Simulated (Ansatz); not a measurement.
SnO2 (rutile, P4_2/mnm), the program Ansatz at the LDA level (PAW). The conduction-band minimum lies at Γ, with 1 equivalent valley. Second derivatives d²E/dk² of the lowest band at one valley (eV·Å²), along Cartesian directions:

```tsv
direction	d²E/dk²
[100]	36.88
[010]	36.88
[001]	41.77
[110]	36.88
[101]	39.32
[011]	39.32
```

Find the principal effective masses, the density-of-states mass and the conductivity mass.

Off-diagonal terms follow from H_xy = H[110] − (H_xx + H_yy)/2, and m*/mₑ = 7.620 eV·Å² over each eigenvalue: 0.18, 0.21, 0.21. One valley's DOS mass (m₁m₂m₃)^(1/3) = 0.20, conductivity mass 3/(Σ 1/mᵢ) = 0.20 mₑ.

What effective density of states Nc follows at 300 K for parabolic valleys?

Nc = 2.509e19 × 1 × (0.20)^(3/2) ≈ 2.2e18 cm⁻³.

With the computed static dielectric constant 12.0 (mean of the diagonal), estimate a hydrogenic donor's binding energy and radius.

E = 13.606 eV × 0.20/12.0² ≈ 19 meV; a = 0.529 Å × ε/m* ≈ 32 Å. Semilocal masses tend to be too small where the gap is.

Symmetry was held in the LDA relaxation; phonons on a q-mesh show no instability. Spin–orbit coupling is left out wherever it is not named.

Potentials: the earlier of the program's two PAW sets.
